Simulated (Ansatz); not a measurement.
TiSi$_{2}$ (C49 type, space group Cmcm)

```
TiSi2
1.0
    1.77297    -6.78252     0.00000
    1.77297     6.78252     0.00000
    0.00000     0.00000     3.57969
Si Ti
4 2
Direct
  0.94084   0.05916   0.75000
  0.05916   0.94084   0.25000
  0.25028   0.74972   0.75000
  0.74972   0.25028   0.25000
  0.60320   0.39680   0.75000
  0.39680   0.60320   0.25000
```

In this cell atom 2 (Si, nearest neighbour Si at 2.404 Å; its periodic images, 3.5 Å or more away, move with it) is moved by s along Cartesian [111], unit vector (0.577, 0.577, 0.577); all other atoms and the cell stay fixed.

Computed with PBE (plane waves to 420 eV, PAW, scalar-relativistic; Ansatz, a quantum-chemistry and plane-wave program). k mesh 11×11×11 (Γ-centred), Fermi-Dirac smearing 0.05 eV. Energies are smeared free energies. Stress and pressure are positive under compression. With partly filled bands, energies and forces of such displacements shift with the k mesh and the smearing. F∥ is the force on the atom along that direction. F⊥ is the part of the force across the line. The PAW data are Ansatz's earlier set. This is one of several known forms of TiSi2; the measured ambient cells at hand have space group No. 70. TiSi2 is run without spin polarisation. TiSi2 was relaxed with its symmetry unable to fall. ΔE is measured from the undisplaced structure.

```json
[
 {"s (Å)": "-0.240", "ΔE (meV/cell)": "283", "F∥ (eV/Å)": "2.362", "|F⊥| (eV/Å)": "0.644", "P (GPa)": "0.6"},
 {"s (Å)": "-0.192", "ΔE (meV/cell)": "181", "F∥ (eV/Å)": "1.880", "|F⊥| (eV/Å)": "0.495", "P (GPa)": "0.3"},
 {"s (Å)": "-0.144", "ΔE (meV/cell)": "102", "F∥ (eV/Å)": "1.411", "|F⊥| (eV/Å)": "0.361", "P (GPa)": "0.0"},
 {"s (Å)": "-0.096", "ΔE (meV/cell)": "46", "F∥ (eV/Å)": "0.946", "|F⊥| (eV/Å)": "0.238", "P (GPa)": "-0.1"},
 {"s (Å)": "-0.048", "ΔE (meV/cell)": "12", "F∥ (eV/Å)": "0.478", "|F⊥| (eV/Å)": "0.120", "P (GPa)": "-0.1"},
 {"s (Å)": "0.000", "ΔE (meV/cell)": "0", "F∥ (eV/Å)": "0.000", "|F⊥| (eV/Å)": "0.000", "P (GPa)": "0.0"},
 {"s (Å)": "0.048", "ΔE (meV/cell)": "12", "F∥ (eV/Å)": "-0.496", "|F⊥| (eV/Å)": "0.127", "P (GPa)": "0.2"},
 {"s (Å)": "0.096", "ΔE (meV/cell)": "48", "F∥ (eV/Å)": "-1.016", "|F⊥| (eV/Å)": "0.267", "P (GPa)": "0.5"},
 {"s (Å)": "0.144", "ΔE (meV/cell)": "110", "F∥ (eV/Å)": "-1.567", "|F⊥| (eV/Å)": "0.424", "P (GPa)": "1.0"},
 {"s (Å)": "0.192", "ΔE (meV/cell)": "199", "F∥ (eV/Å)": "-2.155", "|F⊥| (eV/Å)": "0.604", "P (GPa)": "1.5"},
 {"s (Å)": "0.240", "ΔE (meV/cell)": "317", "F∥ (eV/Å)": "-2.785", "|F⊥| (eV/Å)": "0.813", "P (GPa)": "2.2"}
]
```

Key numbers:

The energy at s = 0.240 Å is 317 meV/cell. The force along the line at s = -0.240 Å is 2.36 eV/Å and the force constant k = d²E/ds² at s = 0 (finite differences) comes out as 10.1 eV/Å². Symmetry of the curve: not even: the positive side lies higher at ±0.240 Å. Shape of the curve: a single well with its minimum at or next to zero displacement. Harmonic estimate at the end of the scan: ½ks² = 292 meV/cell against the computed 317 meV/cell, so the well is stiffer than harmonic there.

The 11 points together took about 30 core-minutes (a rough figure).

(A displaced cell: forces are minus the slopes of the energy, force constants its curvatures, and phonons follow from these.)
